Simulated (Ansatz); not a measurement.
**SnO under uniaxial strain: field gradients at the nuclei**

Cell: a measured structure from the Crystallography Open Database (COD) whose atoms were relaxed with PBE, the cell held.

```yaml
crystal:
  lattice:
    - [3.79860, 0.00000, 0.00000]
    - [0.00000, 3.79860, 0.00000]
    - [0.00000, 0.00000, 4.84080]
  atoms:
    - { symbol: Sn, position: [0.50000, 0.00000, 0.24228] }
    - { symbol: Sn, position: [0.00000, 0.50000, 0.75772] }
    - { symbol: O, position: [0.00000, 0.00000, 0.00000] }
    - { symbol: O, position: [0.50000, 0.50000, 0.00000] }
```

Atom numbers follow the list; atoms alike are taken as one site, whose name carries the number of the first.

The numbers come from a DFT calculation in Ansatz (PBE, plane waves and PAW, scalar-relativistic, 420 eV cutoff, Γ-centred 12×12×10 k-points, Fermi–Dirac smearing 0.05 eV).

The cell is stretched along z (the third Cartesian axis of the run's cell), x and y held, and the ions relax again each time.

```
strain along z (%)  Sn: V along z (10²¹ V/m²)  O: V along z (10²¹ V/m²)
                -3                     -17.32                      0.53
                -2                     -17.46                      0.58
                -1                          ?                         ?
                 0                     -17.72                      0.68
                +1                     -17.84                      0.73
                +2                     -17.95                      0.77
                +3                     -18.05                      0.80
```

(1) Estimate the row at -1 % from the others.

## Answers

(1) Sn: -17.59; O: 0.64. Worked for Sn: a straight line through the other 6 rows has a slope of -0.123 × 10²¹ V/m² per per cent of strain and gives -17.58 at -1 %, against -17.59 from the run; over all rows the step per per cent runs from -0.14 at the compressed end to -0.10 at the stretched end. Worked for O: a straight line through the other 6 rows has a slope of 0.045 × 10²¹ V/m² per per cent of strain and gives 0.63 at -1 %, against 0.64 from the run; over all rows the step per per cent runs from 0.054 at the compressed end to 0.032 at the stretched end. For O-17 that is −0.028 MHz of C_Q per per cent.

With no gap above 0.1 eV, as in a metal, the gradients converge slowly in k; expect changes of a tenth or more on a denser mesh. Without spin–orbit coupling (the program notes it for Sn) the gradients can shift somewhat, as the gap is small. Semilocal functionals make gaps too small and can close them, so the real compound need not be a metal.
